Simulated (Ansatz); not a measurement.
Relaxed Y (hcp, Mg type):

```xyz
4
Lattice="7.3113 0.0000 0.0000 -1.8278 3.1659 0.0000 3.6556 0.0000 5.6787" Properties=species:S:1:pos:R:3 pbc="T T T"
Y      7.3113     2.1106     4.2590
Y      3.6556     2.1106     4.2590
Y      1.8278     1.0553     1.4197
Y      5.4835     1.0553     1.4197
```

The atoms are displaced by Q × the pattern below (from a DFPT mode at L = (0.5, 0.0, 0.5), largest move 1; Q in Å), at fixed cell. It is one choice among 2 degenerate patterns. (q is in reciprocal vectors of the primitive cell; the cell shown is doubled to hold the pattern.)

| atom | x | y | z |
|---|---|---|---|
| Y1 | -0.866 | -0.500 | 0.000 |
| Y2 | 0.866 | 0.500 | 0.000 |
| Y3 | 0.000 | 0.000 | -0.448 |
| Y4 | 0.000 | 0.000 | 0.448 |

Method: PBE (plane waves to 420 eV, PAW, scalar-relativistic; Ansatz, a quantum-chemistry and plane-wave program). k mesh 15×15×15 (Γ-centred), Fermi-Dirac smearing 0.05 eV. E stands for the smeared free energy. With partly filled bands, energies and forces of such displacements shift with the k mesh and the smearing. Y is run without spin polarisation. Y was relaxed with its symmetry unable to fall. The zero of ΔE is the undisplaced structure.

**Question.** What ΔE (eV/cell) and −dE/dQ from forces (eV/Å) does the calculation give at Q (Å) = -0.150, -0.090, -0.060, -0.030, 0.030, 0.060, 0.090, 0.120?

**Answer.** 
```csv
Q (Å),ΔE (eV/cell),−dE/dQ from forces (eV/Å)
-0.150,0.163,2.257
-0.090,0.057,1.290
-0.060,0.025,0.846
-0.030,0.006,0.419
0.030,0.006,-0.419
0.060,0.025,-0.846
0.090,0.057,-1.290
0.120,0.103,-1.758
```

(For displaced atoms, the force is minus the slope of the energy, and its curvature is a force constant, which sets phonon frequencies.)
